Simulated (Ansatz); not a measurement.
# Calculated with Ansatz: FeH₆C₂, single run

Input:

```yaml
crystal:
  lattice:
    - [0.0, 2.952667, 2.952667]
    - [2.952667, 0.0, 2.952667]
    - [2.952667, 2.952667, 0.0]
  atoms:
    - { symbol: H, position: [0.758, 0.242, 0.242] }
    - { symbol: H, position: [0.242, 0.758, 0.242] }
    - { symbol: H, position: [0.242, 0.758, 0.758] }
    - { symbol: H, position: [0.758, 0.242, 0.758] }
    - { symbol: H, position: [0.242, 0.242, 0.758] }
    - { symbol: H, position: [0.758, 0.758, 0.242] }
    - { symbol: Fe, position: [0.0, 0.0, 0.0] }
    - { symbol: C, position: [0.25, 0.25, 0.25] }
    - { symbol: C, position: [0.75, 0.75, 0.75] }
  symmetry: { tolerance: 0.0003 }
kpoints:
  mp_grid: { grid: [5, 5, 5], shift: [0, 0, 0] }
magnetization:
  spin_polarized: false
scf:
  occupations: { method: tetrahedron }
hamiltonian:
  pseudopotentials: { kind: paw }
  xc: r2scan
  hubbard: { sites: [{ species: Fe, l: d, u_eff: 2.0 }], double_counting: fll }
basis:
  ecutwfc: 500
output:
  forces: true
  stress: true
  eigenvalues: true
total_charge: -1
```

The command:

```bash
ansatz run input.yaml --threads 1 --pin off --max-ram 2560MiB --backend cpu --events-out ev --progress --plain --runs-dir out
```

Origin of the cell: a known structure type with other elements, at an estimated volume, so it need not be a known compound.

Output (shortened):

```
Warning: output.forces, output.stress, relax.cell or npt_langevin: where a Kohn–Sham band that disperses or a degenerate level is filled in part under the method tetrahedron, the forces or th […]
H: projections on atomic orbitals take those of the free atom 1s1, of charge +0.00 (hamiltonian.pseudopotentials.projection_atoms); the dataset's partial waves leave at most 1.2e-11 of an orb […]
Fe: projections on atomic orbitals take those of the free atom [Ne] 3s2 3p6 3d6 4s2, of charge +0.00 (hamiltonian.pseudopotentials.projection_atoms); the dataset's partial waves leave at most […]
C: projections on atomic orbitals take those of the free atom [He] 2s2 2p2, of charge +0.00 (hamiltonian.pseudopotentials.projection_atoms); the dataset's partial waves leave at most 3.7e-9 o […]
Pseudopotentials: kind: paw
Pseudopotential: H, paw, valence charge 1, recommended cutoff 500 eV (meta_gga), H.paw.azcp
Pseudopotential: Fe, paw, valence charge 16, recommended cutoff 500 eV (meta_gga), Fe.paw.azcp
Pseudopotential: C, paw, valence charge 4, recommended cutoff 500 eV (meta_gga), C.paw.azcp
Functional definition: r2SCAN
  exchange = r2scan_x(k0 = k0, k1 = k1, a1 = a1)
  correlation = r2scan_c
[… 14 lines left out …]
Initial density: superposition of atomic densities (chi_scale 0.1, normalization cell, long waves of neutral atoms scaled as one to the charged cell's electrons under a Hubbard term (reshape' […]
Functional: x = r2scan, c = r2scan; τ floored in thin density (d = 2e-4 eV/Å³)
SCF iter   1: F=—  HF=-5062.634606 eV  Δρ=2.69e-1  dr2=2.51e1  dr2_τ=1.77e-1
SCF iter   2: F=—  HF=-5066.177450 eV  Δρ=3.28e-1  dr2=5.54e1  dr2_τ=4.19e-1  defer=18  recentre
SCF iter   3: F=—  HF=-5059.983119 eV  Δρ=7.44e-2  dr2=2.15e0  dr2_τ=1.93e-2  defer=17
SCF iter   4: F=—  HF=-5059.787877 eV  Δρ=3.73e-2  dr2=6.87e-1  dr2_τ=1.09e-1  defer=16
SCF iter   5: F=—  HF=-5059.649480 eV  Δρ=9.25e-3  dr2=5.81e-2  dr2_τ=4.95e-4  defer=15
SCF iter   6: F=—  HF=-5059.644245 eV  Δρ=3.04e-3  dr2=8.96e-3  dr2_τ=3.64e-4  defer=15
SCF iter   7: F=—  HF=-5059.643184 eV  Δρ=3.23e-3  dr2=5.39e-3  dr2_τ=9.30e-5  defer=15
SCF iter   8: F=—  HF=-5059.643128 eV  Δρ=1.11e-3  dr2=7.39e-4  dr2_τ=1.43e-5  defer=15
SCF iter   9: F=—  HF=-5059.643232 eV  Δρ=1.61e-4  dr2=1.44e-5  dr2_τ=2.08e-7  defer=15
SCF iter  10: F=—  HF=-5059.643253 eV  Δρ=3.69e-5  dr2=5.34e-7  dr2_τ=4.39e-8  defer=15
SCF iter  11: F=—  HF=-5059.643252 eV  Δρ=2.06e-5  dr2=1.96e-7  dr2_τ=3.19e-9
SCF iter  12: F=-5059.643254 eV  HF=-5059.643254 eV  Δρ=6.59e-7  dr2=1.10e-10  dr2_τ=2.94e-11
SCF 1 converged in 12 iterations: F = -5059.643254 eV  dr2 = 1.10e-10
SCF converged after 12 iterations
Stability not checked: this state was not tested for a lower state beside it, because cold or Methfessel-Paxton smearing, or corrected tetrahedra, fill the levels in a way that the test cannot read (fill_not_monotonic; […]
Free energy (F): -5059.643254 eV
Harris-Foulkes:  -5059.643254 eV  (|F-HF|=3.46e-11)
Internal energy: -5059.637752 eV  (E = F + TS)
E sigma→0 (E₀):  -5059.643254 eV
Entropy (-TS):   -0.005502 eV (-0.611 meV/atom)
Fermi energy:    8.087368 eV
--- Per-component energies (eV) ---
  E_band       = -406.954398
  E_kinetic    = 611.088770
  E_local      = -3559.338546  (includes V_loc(G=0)·N_el)
  E_nonlocal   = 284.748507
  E_hartree    = 1476.151984
  E_xc         = -267.918868
  E_vxc        = -385.377519  (∫ρ·V_xc dr)
  E_hubbard    = 1.927272  (on-site DFT+U / exact-exchange correction)
  E_vhub       = -3.334800  (the Hubbard potential's part of the band-sum identity)
  E_paw        = -1578.458145  (= ΣΔE_a)
  E_vpaw       = -331.616948  (= ΣTr[D̂ρ^β])
  E_aug_tail   = -0.002902  (compensation charges beyond the density's cutoff)
  E_vtau       = 24.575165  (kinetic-family band-sum trace: ∫τ·v_τ [+ j·A + Jᵃ·Aᵃ] dr)
  E_ewald      = -2027.496802
  E_core_change = -0.339022  (= ΣΔE_core)
  E_smearing   = -0.005502  (= −TS)
  E_deformation_potential = -14.675973  (in the stress; not in F)
  Σ components = -5059.643254   (vs F -5059.643254, Δ=0.00e0)
--- Forces (eV/Å), atoms counted from 1 ---
  atom   1  H      2.316790     0.000000     0.000000
  atom   2  H     -0.000000     2.316790     0.000000
  atom   3  H     -2.316790    -0.000000     0.000000
  atom   4  H      0.000000    -2.316790    -0.000000
  atom   5  H      0.000000     0.000000     2.316790
  atom   6  H      0.000000     0.000000    -2.316790
  atom   7  Fe    -0.000000     0.000000     0.000000
  atom   8  C      0.000000    -0.000000     0.000000
  atom   9  C      0.000000    -0.000000     0.000000
  max |Σ_I F_I| component: 3.81e-16 eV/Å
--- Stress (GPa, compression-positive) ---
       -0.247349       0.000000       0.000000
        0.000000      -0.247349      -0.000000
        0.000000      -0.000000      -0.247349
  P = ⅓ Tr σ = -0.2473 GPa (-2.473 kbar)
Occupation matrices written to <dir>
```

Caveats: charged cell with a uniform background, whose pressure depends on convention; forces and stress under tetrahedra may miss the slope of the energy; no spin polarisation, so a magnetic state may lie lower; the k mesh is coarse if the cell is a metal.

The run took 3.8 s on 1 thread of Intel(R) Xeon(R) Platinum 8375C CPU @ 2.90GHz (Ice Lake), with other jobs on the host, peak memory 0.57 GiB, from the program's own first density.
